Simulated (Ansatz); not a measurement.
## NaI: pressure against volume

NaI, Fm-3m, a = 6.467 Å. Ansatz: r2SCAN, PAW, 500 eV, Γ-centred 6×6×6 mesh on 2 atoms, Gaussian smearing 0.02 eV; no spin polarisation. Symmetry fixes shape and atoms, so the cell is only scaled; pressure is positive in compression.

```
V (Å³/atom) P (GPa)
     29.748     2.89
     30.762     1.96
     31.776     1.17
     32.790     0.51
     33.805    -0.05
     34.819        ?
     35.833    -0.90
     37.185    -1.33
```

Take V0 = 33.805 Å³/atom, count pressures from its P0 = -0.05 GPa, fit the third-order Birch–Murnaghan form to the other rows, and predict the missing pressure.

With the Eulerian strain f = ½[(V0/V)^(2/3) − 1] and y = (P − P0)/[3f(1 + 2f)^(5/2)], the form is the line y = B0 + 1.5 B0 (B0′ − 4) f. Rows (f, y): 0.04448, 17.80; 0.03245, 17.64; 0.02106, 17.42; 0.01027, 17.28; -0.01905, 16.39; -0.03078, 16.25. Means f = 0.009738, y = 17.130; Σ(Δf)² = 0.004322, ΣΔfΔy = 0.09518; the slope is their ratio. y = 16.92 + 22.02 f GPa, so B0 = 16.9 GPa and B0′ = 4 + 2 × (22.02)/(3 × 16.92) = 4.87. At V = 34.819, f = -0.00976, y = 16.705 and P = -0.52 GPa. The run gave -0.51 GPa, so the fit is 0.01 GPa too low, within twice the rms miss on the fitted rows (0.007 GPa).

Cost: 8 runs of about 1.5 core-minutes in all, on Intel Xeon Processor @ 2.50GHz (Skylake/Cascade Lake) (shared hosts).